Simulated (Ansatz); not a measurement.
# Structures of Ca2Br3: which is lowest?

Plane-wave DFT in Ansatz with scalar-relativistic PAW potentials, cutoff 420 eV, Γ-centred meshes chosen by cell and gap, Gaussian smearing with energies taken to zero width. Every cell was relaxed (cell and atoms) in a run of its own, within the symmetry of its start. Functional: PBE.

Relaxed structures (starts from databases or built by putting these elements on another compound's sites):
A. P4/mbm, 10 atoms in the computed cell, a = 8.006 Å, c = 4.574 Å; sites (symmetry × multiplicity) Ca m.2m × 4, Br 4/m.. × 2 + m.2m × 4; start: built
B. R-3m, 5 atoms in the computed cell, a = 4.368 Å, c = 31.278 Å; sites (symmetry × multiplicity) Ca 3m × 6, Br -3m × 3 + 3m × 6; start: built

Question: Rank them by energy. Could pressure change the order?

Answer:
```tsv
structure	group	E − E(lowest) (meV/atom)	V (Å³/atom)	gap on mesh (eV)
B	R-3m	0.0	34.46	0.00
A	P4/mbm	77	29.31	0.00
```

B is lowest, 77 meV/atom under A. A is denser by 5.14 Å³/atom, so pressure favours it: ΔE/ΔV, with ΔE in eV and 1 eV/Å³ = 160.2 GPa, gives about 2.4 GPa for equal enthalpy if both cells were rigid, a rough figure since the two compress differently. Without a dispersion term the weakly bound lowest cell is too large, so ΔV and this pressure are artefacts in part: a slight pressure closes the gap between layers first. Other structures may lie lower than all of these, and vibrations aren't counted.

Spin polarisation was left out, and a magnetic state may lie lower.